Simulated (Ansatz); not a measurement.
YB$_{3}$C$_{3}$:
```xyz
14
Lattice="4.8013 0.0000 0.0000 0.0000 4.8013 0.0000 0.0000 0.0000 4.8013" Properties=species:S:1:pos:R:3 pbc="T T T"
Y      0.0000     0.0000     0.0000
Y      2.4006     2.4006     2.4006
B      1.2003     2.4006     0.0000
B      3.6009     2.4006     0.0000
B      0.0000     1.2003     2.4006
B      0.0000     3.6009     2.4006
B      2.4006     0.0000     1.2003
B      2.4006     0.0000     3.6009
C      1.2003     0.0000     2.4006
C      3.6009     0.0000     2.4006
C      2.4006     1.2003     0.0000
C      2.4006     3.6009     0.0000
C      0.0000     2.4006     1.2003
C      0.0000     2.4006     3.6009
```

Relaxed with r²SCAN. Special points in fractions of this cell's reciprocal vectors: Γ (0.000, 0.000, 0.000); X (0.000, 0.500, 0.000); M (0.500, 0.500, 0.000); R (0.500, 0.500, 0.500).

Problem. List the band energies nearest the valence-band maximum at these points for plane-wave PAW r²SCAN (Ansatz code).

Solution. In eV from the valence-band maximum; about four levels below and three above (degenerate sets whole), none deeper than 8.9 eV; points with the same levels are listed once.

| k | below | above |
|---|---|---|
| Γ | -4.15 -4.15 -4.15 0.00 0.00 0.00 | 2.67 2.67 3.56 3.56 3.56 |
| X | -2.15 -2.15 -1.25 -1.25 | 1.11 1.11 1.63 1.63 |
| M | -3.03 -3.03 -2.18 -1.24 | 0.36 0.36 1.11 |
| R | -5.20 -5.20 -5.20 -5.20 | 2.68 2.68 2.68 2.68 2.68 2.68 |

Space group Pm-3n. The start of the workflow was typed in or built on a structure type; neither database checked (COD, Materials Project) lists it. Whether it is the stable phase at ambient conditions was not checked. Symmetry was held in the r²SCAN relaxation; its stability against distortions is not shown here. The run is not spin-polarised. Scalar-relativistic: spin–orbit coupling is off unless named, which matters more the heavier the elements.

Potentials: the earlier of the program's two PAW sets.
